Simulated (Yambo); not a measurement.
GaAlP$_{2}$ (space group P-4m2, No. 115), G0W0@PBEsol in Yambo with this input:

```
rim_cut
gw0
dyson
el_el_corr
HF_and_locXC
ppa
em1d
RandQpts= 1000000
RandGvec= 1 Ry
EXXRLvcs= 80 Ry
VXCRLvcs= 320 Ry
Chimod= "HARTREE"
% BndsRnXp
 1 | 232 |
%
NGsBlkXp= 7 Ry
% LongDrXp
 1.0 | 1.0 | 1.0 |
%
PPAPntXp= 27.2114 eV
% GbndRnge
 1 | 232 |
%
GTermKind= "BG"
DysSolver= "n"
ExtendOut
```

On a 4×4×2 mesh, with wavefunctions cut at 80 Ry, the gap (Γ → M) is 2.146 eV and the valence edge shifts by -0.541 eV.

Question: What happens with this change: no terminator?

Answer: The gap falls by 0.035 eV, to 2.111 eV; the shift of the valence edge becomes -0.439 eV. Neither run is shown to be the converged limit.

The standard potential for Ga keeps a d shell in the valence without the s and p states of that shell. In tests on such compounds this moved G0W0 gaps by up to about 0.9 eV, so absolute quasiparticle energies here are unreliable; differences between settings are what counts.

Spin-orbit coupling is included.

Geometry relaxed with PBEsol; primitive cell a = b = 3.861 Å, c = 5.447 Å, α = β = γ = 90.00°.

The structure is a Materials Project entry; no match was found in the copy of COD used, and its stability was not checked.

A shift is the quasiparticle energy of the state minus its PBEsol energy.
